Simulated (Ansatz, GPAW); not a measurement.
Given: the input of a run of GPAW 26.7.0 (ASE script) on Ti3Se. Atoms were shifted at random by some hundredths of an Å from the given cell, which wasn't relaxed again for these runs. The cell comes from a database or a generator and needn't be the stable form of this composition.

run.py

```python
from ase import Atoms
from ase.dft.bandgap import bandgap
from ase.io import write
from ase.units import GPa
from gpaw import GPAW, PW, setup_paths

setup_paths.insert(0, '.')

atoms = Atoms(['Se', 'Ti', 'Ti', 'Ti'],
              cell=[[3.1974455988, 0.0, 0.0],
                    [-1.5987227994, 2.7690691158, 0.0],
                    [0.0, 0.0, 7.942745]],
              scaled_positions=[[-0.001154, 0.006475, 0.003635],
                                [0.648699, 0.335562, 0.496474],
                                [0.339874, 0.682777, 0.778492],
                                [0.330227, 0.675262, 0.223728]],
              pbc=True)

calc = GPAW(mode=PW(600),
            xc='PBEsol',
            kpts={'size': (10, 10, 4), 'gamma': True},
            occupations={'name': 'fermi-dirac', 'width': 0.05},
            nbands=39,
            convergence={'density': 1e-05, 'energy': 1e-05},
            maxiter=150,
            txt='gpaw.txt')
atoms.calc = calc
energy = atoms.get_potential_energy()
forces = atoms.get_forces()
stress = atoms.get_stress()
calc.write('gs.gpw')
write('result.traj', atoms)
print(f'Energy: {energy:.6f} eV')
print('Forces (eV/A):')
print(forces.round(4))
print('Stress (GPa):', (stress / GPa).round(3))
print('Fermi level:', round(calc.get_fermi_level(), 4), 'eV')
print(f'Gap: {bandgap(calc)[0]:.4f} eV, direct: {bandgap(calc, direct=True)[0]:.4f} eV')
```

Potentials or basis: PAW data sets generated in the run's folder for this functional, pw.

Launch:

```sh
$ gpaw-setup -f PBEsol Se Ti
$ OMP_NUM_THREADS=1 python run.py
```

Question: What does the same run look like in Ansatz 0.2.0? Potentials or basis there: all-electron LAPW, scalar-relativistic.

Answer: As run (cutoffs and basis follow the program's own potentials, and thresholds, step limits or extra output files can differ):

input.yaml

```yaml
crystal:
  lattice:
    - [3.1974455988, 0.0, 0.0]
    - [-1.5987227994, 2.7690691158, 0.0]
    - [0.0, 0.0, 7.942745]
  atoms:
    - { symbol: Se, position: [-0.001154, 0.006475, 0.003635] }
    - { symbol: Ti, position: [0.648699, 0.335562, 0.496474] }
    - { symbol: Ti, position: [0.339874, 0.682777, 0.778492] }
    - { symbol: Ti, position: [0.330227, 0.675262, 0.223728] }
kpoints:
  mp_grid: { grid: [10, 10, 4] }
scf:
  occupations: { method: fermi_dirac, width: 0.05 }
hamiltonian:
  xc: pbesol
  pseudopotentials: { kind: all_electron, lapw: { basis_error: 0.001 } }
output:
  forces: true
  stress: true
  eigenvalues: true
  populations: true
```

Potentials or basis: all-electron LAPW, scalar-relativistic.

Run with:

```sh
$ ansatz run input.yaml --threads 2 --pin off --max-ram 8192MiB --backend cpu --events-out ev --progress --plain --runs-dir out
```

Both were run:

|  | GPAW | Ansatz |
| --- | --- | --- |
| Pressure | -4.1 GPa | -3.9 GPa |
| Largest force | 0.391 eV/Å | 0.366 eV/Å |

Where Ansatz's input types no cutoff or centring, it takes its own default and a Γ-centred mesh.

Pressure is positive in compression.
